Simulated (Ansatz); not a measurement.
Here is the system:

GaAs:
```yaml
crystal:
  lattice:
    - [0.00000, 2.87224, 2.87224]
    - [2.87224, 0.00000, 2.87224]
    - [2.87224, 2.87224, 0.00000]
  atoms:
    - { symbol: As, position: [0.75000, 0.75000, 0.75000] }
    - { symbol: Ga, position: [0.00000, 0.00000, 0.00000] }
```

This is the PBE-relaxed structure.

Problem. All from PBE (plane waves, PAW; program Ansatz), unless another level is named. Give the highest zone-centre frequency (without LO–TO term).

Solution. 252 cm⁻¹.

Problem. Next, the Poisson's ratio?

Solution. 0.23.

Problem. Next, the zero-point energy?

Solution. 31.7 meV/atom.

Space group F-43m (zinc blende). Symmetry was held in the PBE relaxation; phonons on a q-mesh show no instability.

Potentials: the later of the program's two PAW sets.
